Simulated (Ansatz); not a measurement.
YGa3Ru in space group Pm-3m (No. 221; Y on 3c, Ga on 1b, Ga on 8g, Ru on 3d), DFT-r²SCAN in the program Ansatz with PAW potentials, all energies at zero smearing, with the estimated change up to a 700 eV cutoff added, with one set of potentials and settings (totals compare only within such a set). Cell of 15 atoms (3 Y, 9 Ga, 3 Ru): -63373.266 eV.

| element | reference phase | E (eV/atom) |
|---|---|---|
| Y | P6_3/mmc, 2 atoms in the cell | -3859.7073 |
| Ga | Cmce, 4 atoms in the cell | -3790.2689 |
| Ru | P6_3/mmc, 2 atoms in the cell | -5890.7039 |

Formation energy per atom, worked out: (-63373.266 − 3×(-3859.7073) − 9×(-3790.2689) − 3×(-5890.7039))/15 = -0.641 eV/atom (-62 kJ per mol of atoms), at 0 K, without zero-point energy or fitted corrections.

The workflow started from a Materials Project entry (that database holds measured and hypothetical structures alike); the Crystallography Open Database copy checked does not list it. Whether it is the stable phase at ambient conditions was not checked. Symmetry was held in the r²SCAN relaxation; its stability against distortions is not shown here. No spin polarisation was allowed. The references are the lowest solids computed at this level, not always the standard phases.

Potentials: the later of the program's two PAW sets.
